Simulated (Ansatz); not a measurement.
Ti$_{10}$Ga$_{3}$Sb$_{3}$:
```cif
data_Ga3Sb3Ti10
_chemical_formula_sum 'Ti10 Ga3 Sb3'
_space_group_name_H-M_alt 'P 1'
_space_group_IT_number 1
_cell_length_a 7.81283
_cell_length_b 7.81283
_cell_length_c 5.31193
_cell_angle_alpha 90.000
_cell_angle_beta 90.000
_cell_angle_gamma 120.000
loop_
_space_group_symop_operation_xyz
  'x, y, z'
loop_
_atom_site_label
_atom_site_type_symbol
_atom_site_fract_x
_atom_site_fract_y
_atom_site_fract_z
_atom_site_occupancy
Ti1 Ti 0.66667 0.33333 0.73981 1
Ti2 Ti 0.66667 0.33333 0.26019 1
Ti3 Ti 0.33333 0.66667 0.73981 1
Ti4 Ti 0.33333 0.66667 0.26019 1
Ti5 Ti 0.74968 0.74968 0.50000 1
Ti6 Ti 0.00000 0.25032 0.50000 1
Ti7 Ti 0.25032 0.00000 0.50000 1
Ti8 Ti 0.23972 0.23972 0.00000 1
Ti9 Ti 0.00000 0.76028 0.00000 1
Ti10 Ti 0.76028 0.00000 0.00000 1
Ga1 Ga 0.38628 0.38628 0.50000 1
Ga2 Ga 0.00000 0.61372 0.50000 1
Ga3 Ga 0.61372 0.00000 0.50000 1
Sb1 Sb 0.60268 0.60268 0.00000 1
Sb2 Sb 0.00000 0.39732 0.00000 1
Sb3 Sb 0.39732 0.00000 0.00000 1
```

Relaxed with r²SCAN.

### Question
Which orbitals make up the states near the Fermi level in r²SCAN (plane waves, PAW; program Ansatz)?

### Answer
Within 0.5 eV of the Fermi level: Ti 3d 92 %. Projections are on Löwdin-orthogonalised atomic valence shells; empty p or d shells of many metals are not among them.

### Question
Tabulate the density of states.

### Answer
States/eV per cell of 16 atoms, in 0.25 eV bins, energy from the Fermi level.

| E (eV) | total | Ti 3d | Sb 5p | Ga 4p |
|---|---|---|---|---|
| -7.85 | 1.45 | 0.09 | 0.24 | 0.05 |
| -7.60 | 1.57 | 0.13 | 0.24 | 0.06 |
| -7.35 | 3.22 | 0.39 | 0.46 | 0.10 |
| -7.10 | 10.39 | 1.51 | 1.54 | 0.17 |
| -6.85 | 5.14 | 0.79 | 0.68 | 0.06 |
| -6.60 | 0.88 | 0.15 | 0.07 | 0.01 |
| -6.35 | 0.00 | 0.00 | 0.00 | 0.00 |
| -6.10 | 0.00 | 0.00 | 0.00 | 0.00 |
| -5.85 | 0.18 | 0.02 | 0.08 | 0.02 |
| -5.60 | 3.35 | 0.45 | 1.59 | 0.39 |
| -5.35 | 5.35 | 0.86 | 2.41 | 0.70 |
| -5.10 | 4.63 | 0.89 | 2.00 | 0.62 |
| -4.85 | 4.97 | 1.00 | 2.23 | 0.83 |
| -4.60 | 7.01 | 1.58 | 2.75 | 1.14 |
| -4.35 | 7.04 | 1.75 | 2.83 | 1.04 |
| -4.10 | 4.61 | 1.20 | 1.79 | 0.63 |
| -3.85 | 8.44 | 2.39 | 4.09 | 0.74 |
| -3.60 | 10.43 | 3.21 | 5.33 | 0.76 |
| -3.35 | 7.88 | 2.61 | 4.00 | 0.50 |
| -3.10 | 6.87 | 2.39 | 3.19 | 0.59 |
| -2.85 | 1.43 | 0.47 | 0.50 | 0.25 |
| -2.60 | 2.29 | 0.82 | 0.30 | 0.77 |
| -2.35 | 5.49 | 2.11 | 0.65 | 1.81 |
| -2.10 | 10.80 | 4.76 | 1.16 | 3.20 |
| -1.85 | 11.76 | 6.14 | 0.95 | 3.18 |
| -1.60 | 15.61 | 9.36 | 1.01 | 3.70 |
| -1.35 | 19.85 | 12.62 | 1.23 | 4.20 |
| -1.10 | 15.35 | 11.32 | 0.49 | 2.28 |
| -0.85 | 18.78 | 15.40 | 0.37 | 1.72 |
| -0.60 | 16.95 | 15.36 | 0.24 | 0.58 |
| -0.35 | 10.32 | 9.41 | 0.16 | 0.27 |
| -0.10 | 9.40 | 8.51 | 0.16 | 0.25 |
| 0.15 | 12.51 | 11.43 | 0.18 | 0.25 |
| 0.40 | 21.78 | 20.05 | 0.19 | 0.34 |
| 0.65 | 12.71 | 11.64 | 0.19 | 0.24 |
| 0.90 | 11.74 | 10.89 | 0.19 | 0.25 |
| 1.15 | 14.17 | 13.27 | 0.15 | 0.23 |
| 1.40 | 22.74 | 21.57 | 0.17 | 0.25 |
| 1.65 | 27.33 | 25.90 | 0.29 | 0.28 |
| 1.90 | 18.35 | 17.61 | 0.18 | 0.15 |
| 2.15 | 21.73 | 20.55 | 0.34 | 0.30 |
| 2.40 | 23.83 | 22.29 | 0.48 | 0.43 |
| 2.65 | 20.31 | 18.19 | 0.67 | 0.54 |
| 2.90 | 19.78 | 17.09 | 0.77 | 0.71 |

Space group P-62m. The workflow started from a Materials Project entry (that database holds measured and hypothetical structures alike); the Crystallography Open Database copy checked does not list it. With Ga and Sb taken as one species the cell has the higher symmetry P6_3/mcm, so it may be an ordered model of a mixed-site phase. Its standing as an ambient phase is unchecked. Symmetry was held in the r²SCAN relaxation; whether a distortion lowers the energy is not shown. No spin polarisation was allowed. Spin–orbit coupling is left out wherever it is not named.

Potentials: the earlier of the program's two PAW sets.
